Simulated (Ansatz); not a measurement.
Given:

ScPd3:
```xyz
4
Lattice="3.9016 0.0000 0.0000 0.0000 3.9016 0.0000 0.0000 0.0000 3.9016" Properties=species:S:1:pos:R:3 pbc="T T T"
Sc     0.0000     0.0000     0.0000
Pd     1.9508     1.9508     0.0000
Pd     0.0000     1.9508     1.9508
Pd     1.9508     0.0000     1.9508
```

This is the LDA-relaxed structure.

Task: All from plane-wave PAW LDA (Ansatz code), unless another level is named. Give the formation energy from the elements (no fitted shifts).

Result: -0.90 eV/atom.

Task: Give the density of states at the Fermi level.

Result: 0.68 states/eV per atom (mean over ±0.08 eV).

Space group Pm-3m (Cu3Au type). The first step of the workflow began from a Materials Project structure, measured or hypothetical; the Crystallography Open Database files this formula in space group No. 221, but the cells were not matched. Whether it is the stable phase at ambient conditions was not checked. The cell was relaxed with LDA under the symmetry of its start; of distortions, only those at the zone centre were tested. The run is not spin-polarised. The references are the lowest solids computed at this level, not always the standard phases. Scalar-relativistic: spin–orbit coupling is off unless named, which matters more the heavier the elements.

Potentials: the later of the program's two PAW sets.
